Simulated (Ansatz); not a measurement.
Values for one crystal, relaxed and computed with LDA in the plane-wave PAW code Ansatz; other levels are named.

| Quantity | Result |
|---|---|
| Volume per atom | 14.27 Å³ |
| Band gap | 3.66 eV (indirect) |
| Bulk modulus (Birch–Murnaghan fit) | 24.6 GPa |
| Debye temperature from the elastic constants | 265 K |
| Pressure derivative B′ | 8.1 |
| Hole effective mass | 1.3, 3.5, 12 mₑ (principal values) |
| Vibrational entropy at 300 K | 22.6 J/(K·mol of atoms) |

Task: Which compound is it?
(A) Si3N4, P6_3/m (Si on 6h, N on 2c, N on 6h)
(B) SiO2, Ama2 (Si on 8c, O on 4a, O on 8c, O on 4b)
(C) As2O3, P2_1/c (Pearson symbol mP20)
(D) SnTePbSe, R3m (Sn on 3a, Te on 3a, Pb on 3a, Se on 3a)

Result: C, As2O3, P2_1/c (Pearson symbol mP20)

The first step of the workflow began from a Materials Project structure, measured or hypothetical; the Crystallography Open Database files this formula in space group No. 14, but the cells were not matched. Its standing as an ambient phase is unchecked. Symmetry was held in the LDA relaxation; phonons on a q-mesh show no instability. The volume lies over 15 % below that of the usual cell of this phase: another minimum, or an error of the functional. A crystal of weakly bound layers computed without a dispersion correction: the cell and the soft elastic constants depend strongly on that. Scalar-relativistic: spin–orbit coupling is off unless named, which matters more the heavier the elements.

Potentials: the later of the program's two PAW sets.
